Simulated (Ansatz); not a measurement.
Given:

MoSe$_{2}$ (2H-MoS2 type, space group P6_3/mmc)

```cif
data_Mo2Se4
_chemical_formula_sum 'Mo2 Se4'
_space_group_name_H-M_alt 'P 1'
_space_group_IT_number 1
_cell_length_a 3.27700
_cell_length_b 3.27700
_cell_length_c 12.73101
_cell_angle_alpha 90.000
_cell_angle_beta 90.000
_cell_angle_gamma 120.000
loop_
_space_group_symop_operation_xyz
  'x, y, z'
loop_
_atom_site_label
_atom_site_type_symbol
_atom_site_fract_x
_atom_site_fract_y
_atom_site_fract_z
_atom_site_occupancy
Mo1 Mo 0.33333 0.66667 0.25000 1
Mo2 Mo 0.66667 0.33333 0.75000 1
Se1 Se 0.33333 0.66667 0.61852 1
Se2 Se 0.66667 0.33333 0.11852 1
Se3 Se 0.66667 0.33333 0.38148 1
Se4 Se 0.33333 0.66667 0.88148 1
```

The volume is varied about the relaxed value V₀ at fixed cell shape. The atoms relax within the cell's symmetry.

Computed with PBE-D3(BJ) (plane waves to 420 eV, PAW, scalar-relativistic; Ansatz, a program for electronic structure). k mesh 12×12×3 (Γ-centred), Fermi-Dirac smearing 0.05 eV. E stands for the smeared free energy. Compression counts positive. With the shape held, the modulus is that of even scaling; a crystal free to change shape is softer. MoSe2 is run without spin polarisation. MoSe2 was relaxed with its symmetry unable to fall. The PAW data are Ansatz's earlier set. The zero of ΔE is the relaxed starting cell.

The scan covers V/V₀ from 0.900 to 1.100 in 9 points.

Question: What is ΔE at V/V₀ = 1.100?

Answer: 32.7 meV/atom.

Question: What is ΔE at V/V₀ = 0.900?

Answer: 47.9 meV/atom.

Question: What pressure does the cell carry at V/V₀ = 0.900?

Answer: 8.7 GPa.

(Under strain, the slope of the energy per volume gives the stress and its curvature an elastic modulus.)
